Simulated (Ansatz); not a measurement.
The relaxation started from an entry of Materials Project.

A relaxed cell of Cs2LiYI6 (Fm-3m (No. 225)), relaxed on a k-mesh at least as fine as the one used below. Method: r2SCAN (plane waves to 500 eV, PAW, scalar-relativistic; Ansatz, a program for electronic structure). Γ-centred k-mesh 4×4×4 on the run's cell (coarser than for final values), Fermi–Dirac smearing 0.05 eV.

```
Cs2LiYI6
1.0
    0.00000     6.00631     6.00631
    6.00631     0.00000     6.00631
    6.00631     6.00631     0.00000
Cs Li Y I
2 1 1 6
Direct
  0.75000   0.75000   0.75000
  0.25000   0.25000   0.25000
  0.50000   0.50000   0.50000
  0.00000   0.00000   0.00000
  0.74901   0.25099   0.25099
  0.25099   0.74901   0.74901
  0.25099   0.74901   0.25099
  0.74901   0.25099   0.74901
  0.25099   0.25099   0.74901
  0.74901   0.74901   0.25099
```

The atoms are displaced by (Å):

| atom | ux | uy | uz |
|---|---|---|---|
| Cs1 | -0.053 | 0.099 | -0.174 |
| Cs2 | 0.055 | 0.072 | -0.016 |
| Li3 | 0.098 | -0.035 | 0.062 |
| Y4 | -0.090 | -0.067 | 0.120 |
| I5 | -0.002 | -0.004 | 0.078 |
| I6 | 0.038 | 0.075 | -0.024 |
| I7 | 0.046 | 0.073 | -0.023 |
| I8 | 0.064 | 0.136 | -0.018 |
| I9 | -0.099 | 0.005 | 0.033 |
| I10 | -0.101 | -0.020 | 0.010 |

Task: What forces (eV/Å) and pressure result?

Result: 
```csv
atom,Fx,Fy,Fz
Cs1,0.03,-0.04,0.10
Cs2,-0.04,-0.03,0.01
Li3,-0.12,-0.05,0.06
Y4,0.81,1.19,-0.58
I5,-0.20,0.11,-0.06
I6,-0.59,0.03,0.01
I7,0.01,-0.34,0.02
I8,-0.05,-1.08,-0.01
I9,0.03,0.09,0.29
I10,0.13,0.10,0.16
```

Pressure +0.4 GPa.

Task: Estimate the energy cost of the displacement in the harmonic approximation and compare with the calculation.

Result: For a harmonic well ΔE = −½ Σ F·u = 0.230 eV a cell, or 23 meV/atom. The calculated energy relative to the undisplaced cell is +22 meV/atom, so the harmonic estimate holds well.

No spin polarisation in the result.

The run that gave the undisplaced cell could not lose the symmetry of its start.
